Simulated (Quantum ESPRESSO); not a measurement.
Li2InW3MgIr, input and log of a self-consistent run

Computed values, not a measurement. The program is pw.x of Quantum ESPRESSO 7.5 (plane-wave density functional theory). The cell is made up: eight metal atoms on a face-centred cubic lattice, with elements, volume, strain and displacements drawn at random and not relaxed, so it may be unstable or far from any real phase. PseudoDojo standard norm-conserving files set the functional (PBE unless stated); there is no spin polarisation or spin-orbit coupling, the Fermi-Dirac width of 0.25 eV means electrons at about 2900 K, and the masses in the input are unused placeholders. Heavy elements are run without spin-orbit coupling, which real alloys of them have. A spin test at this wide smearing found no moment, but such smearing suppresses magnetism that the real alloy may have.

Input:

```
&control calculation='scf', pseudo_dir='./dojo.nc.sr.pbe.v0_5.standard.upf', outdir='./o', disk_io='minimal', tprnfor=.true., tstress=.true. /
&system ibrav=0, nat=8, ntyp=5, nbnd=58, ecutwfc=84.00895049, nosym=.true., tot_charge=0,
 occupations='smearing', smearing='fd', degauss=0.0183746611
/
&electrons conv_thr=1.470e-08, electron_maxstep=70, mixing_beta=0.5 /
ATOMIC_SPECIES
In 1.0 In.upf
Ir 1.0 Ir.upf
Li 1.0 Li.upf
Mg 1.0 Mg.upf
W 1.0 W.upf
CELL_PARAMETERS angstrom
0.0166 2.0646 2.0574
-4.1067 0.0031 -0.0363
0.0788 -8.1324 8.1039
ATOMIC_POSITIONS angstrom
Li -0.0329 -0.1235 0.0026
In -0.1089 -1.9026 2.0065
W 0.0348 -4.1003 4.1352
W -0.0206 -6.047 6.0772
Mg -2.0133 0.073 1.9579
W -2.1088 -2.0246 4.0498
Li -2.0343 -4.0314 6.0297
Ir -1.9697 -6.1295 8.054
K_POINTS automatic
8 6 2 1 1 1
```

The log is shortened where brackets say so; the opening notice, blank lines, dates and the lines on written files are dropped, and the path of the files is cut. It prints rydbergs, bohrs and kilobars, and counts compression as positive stress. Its total energy is the free energy E - TS of the whole cell.

```
     Program PWSCF v.7.5
     Parallel version (MPI & OpenMP), running on       4 processor cores
     Number of MPI processes:                 4
     Threads/MPI process:                     1
     [start-up lines left out]
     bravais-lattice index     =            0
     lattice parameter (alat)  =       5.5081  a.u.
     unit-cell volume          =     927.2971 (a.u.)^3
     number of atoms/cell      =            8
     number of atomic types    =            5
     number of electrons       =        88.00
     number of Kohn-Sham states=           58
     kinetic-energy cutoff     =      84.0090  Ry
     charge density cutoff     =     336.0358  Ry
     scf convergence threshold =      1.5E-08
     mixing beta               =       0.5000
     number of iterations used =            8  plain     mixing
     Exchange-correlation= PBE
                           (   1   4   3   4   0   0   0)
     [axes and pseudopotential details left out]
   Cartesian axes
     site n.     atom                  positions (alat units)
         1        Li     tau(   1) = (  -0.0112874  -0.0423708   0.0008920  )
         2        In     tau(   2) = (  -0.0373617  -0.6527499   0.6883962  )
         3        W      tau(   3) = (   0.0119393  -1.4067436   1.4187172  )
         4        W      tau(   4) = (  -0.0070675  -2.0746234   2.0849845  )
         5        Mg     tau(   5) = (  -0.6907292   0.0250451   0.6717224  )
         6        W      tau(   6) = (  -0.7234936  -0.6946060   1.3894179  )
         7        Li     tau(   7) = (  -0.6979339  -1.3831051   2.0686881  )
         8        Ir     tau(   8) = (  -0.6757707  -2.1029278   2.7631912  )
     number of k points=    48  Fermi-Dirac smearing, width (Ry)=  0.0184
                       cart. coord. in units 2pi/alat
        k(    1) = (  -0.0599402  -0.0007337   0.0897645), wk =   0.0416667
        k(    2) = (  -0.0590776   0.0888706  -0.0001604), wk =   0.0416667
     [further k points left out]
     Dense  grid:    96393 G-vectors     FFT dimensions: (  36,  45, 128)
     Estimated max dynamical RAM per process >     297.19 MB
     Estimated total dynamical RAM >       1.09 GB
     Initial potential from superposition of free atoms
     starting charge      87.9845, renormalised to      88.0000
     Starting wfcs are   58 randomized atomic wfcs
     total cpu time spent up to now is        4.0 secs
     per-process dynamical memory:   227.1 Mb
     Self-consistent Calculation
     iteration #  1     ecut=    84.01 Ry     beta= 0.50
     Davidson diagonalization with overlap
     ethr =  1.00E-02,  avg # of iterations =  5.9
     Threshold (ethr) on eigenvalues was too large:
     Diagonalizing with lowered threshold
     Davidson diagonalization with overlap
     ethr =  8.01E-04,  avg # of iterations =  1.5
     total cpu time spent up to now is       20.8 secs
     total energy              =    -965.38824135 Ry
     estimated scf accuracy    <       0.72481176 Ry
     iteration #  2     ecut=    84.01 Ry     beta= 0.50
     Davidson diagonalization with overlap
     ethr =  8.24E-04,  avg # of iterations =  7.3
     total cpu time spent up to now is       31.0 secs
     total energy              =    -963.97371921 Ry
     estimated scf accuracy    <      33.56518501 Ry
     iteration #  3     ecut=    84.01 Ry     beta= 0.50
     Davidson diagonalization with overlap
     ethr =  8.24E-04,  avg # of iterations =  6.1
     total cpu time spent up to now is       40.9 secs
     total energy              =    -965.13750373 Ry
     estimated scf accuracy    <      14.13979658 Ry
     iteration #  4     ecut=    84.01 Ry     beta= 0.50
     Davidson diagonalization with overlap
     ethr =  8.24E-04,  avg # of iterations =  3.0
     total cpu time spent up to now is       49.2 secs
     total energy              =    -965.61697818 Ry
     estimated scf accuracy    <       1.86528614 Ry
     iteration #  5     ecut=    84.01 Ry     beta= 0.50
     Davidson diagonalization with overlap
     ethr =  8.24E-04,  avg # of iterations =  1.5
     total cpu time spent up to now is       56.4 secs
     total energy              =    -965.71437313 Ry
     estimated scf accuracy    <       0.59013867 Ry
     [iterations 6 to 11 left out]
     iteration # 12     ecut=    84.01 Ry     beta= 0.50
     Davidson diagonalization with overlap
     ethr =  1.68E-09,  avg # of iterations =  2.1
     total cpu time spent up to now is      113.6 secs
     total energy              =    -965.74729057 Ry
     estimated scf accuracy    <       0.00000021 Ry
     iteration # 13     ecut=    84.01 Ry     beta= 0.50
     Davidson diagonalization with overlap
     ethr =  2.44E-10,  avg # of iterations =  3.9
     total cpu time spent up to now is      122.7 secs
     total energy              =    -965.74729061 Ry
     estimated scf accuracy    <       0.00000035 Ry
     iteration # 14     ecut=    84.01 Ry     beta= 0.50
     Davidson diagonalization with overlap
     ethr =  2.44E-10,  avg # of iterations =  1.1
     total cpu time spent up to now is      129.8 secs
     total energy              =    -965.74729060 Ry
     estimated scf accuracy    <       0.00000083 Ry
     iteration # 15     ecut=    84.01 Ry     beta= 0.50
     Davidson diagonalization with overlap
     ethr =  2.44E-10,  avg # of iterations =  1.0
     total cpu time spent up to now is      136.7 secs
     total energy              =    -965.74729062 Ry
     estimated scf accuracy    <       0.00000009 Ry
     iteration # 16     ecut=    84.01 Ry     beta= 0.50
     Davidson diagonalization with overlap
     ethr =  1.02E-10,  avg # of iterations =  1.0
     total cpu time spent up to now is      143.5 secs
     End of self-consistent calculation
     [lines on levels left out]
!    total energy              =    -965.74729063 Ry
     estimated scf accuracy    <          1.1E-09 Ry
     smearing contrib. (-TS)   =      -0.08845113 Ry
     internal energy E=F+TS    =    -965.65883950 Ry
     The total energy is F=E-TS. E is the sum of the following terms:
     one-electron contribution =    -336.23321438 Ry
     hartree contribution      =     198.00112716 Ry
     xc contribution           =    -205.34605457 Ry
     ewald contribution        =    -622.08069771 Ry
     convergence has been achieved in  16 iterations
     Forces acting on atoms (cartesian axes, Ry/au):
     atom    1 type  3   force =     0.00480102    0.03855729   -0.03594785
     atom    2 type  1   force =     0.03323611   -0.03104827    0.01298566
     atom    3 type  5   force =    -0.01950148    0.00809524   -0.00654800
     atom    4 type  5   force =     0.01006711   -0.05061507    0.04355631
     atom    5 type  4   force =    -0.02419483    0.02615648   -0.02166578
     atom    6 type  5   force =     0.00055363   -0.04819038    0.05550066
     atom    7 type  3   force =    -0.00015199   -0.00460951    0.01250545
     atom    8 type  2   force =    -0.00480957    0.06165423   -0.06038645
     Total force =     0.157730     Total SCF correction =     0.000105
     Computing stress (Cartesian axis) and pressure
          total   stress  (Ry/bohr**3)                   (kbar)     P=      -89.15
  -0.00045524  -0.00000572  -0.00006583          -66.97       -0.84       -9.68
  -0.00000572  -0.00071195  -0.00007638           -0.84     -104.73      -11.24
  -0.00006583  -0.00007638  -0.00065079           -9.68      -11.24      -95.73
     init_run     :      3.74s CPU      3.88s WALL (       1 calls)
     electrons    :    138.95s CPU    139.53s WALL (       1 calls)
     forces       :      1.57s CPU      1.59s WALL (       1 calls)
     stress       :      5.39s CPU      5.39s WALL (       1 calls)
     [timing details left out]
     PWSCF        :   2m29.77s CPU   2m30.56s WALL
     JOB DONE.
```

In other units: free energy -13139.661 eV for the cell, pressure -8.91 GPa, largest force component 1.585 eV/Å in size. The run took 152 s of wall time with four MPI processes on a shared machine (Intel Xeon, 2023 or later, virtual cores), so the time is rough. A rerun of this cell at a higher cutoff and on a denser mesh moved values by no more than 0.004 eV in energy, 0.10 GPa in stress and 0.016 eV/Å in force, and a second program with other atomic files agreed on that cell to 2 % rms in force and 0.5 GPa in pressure.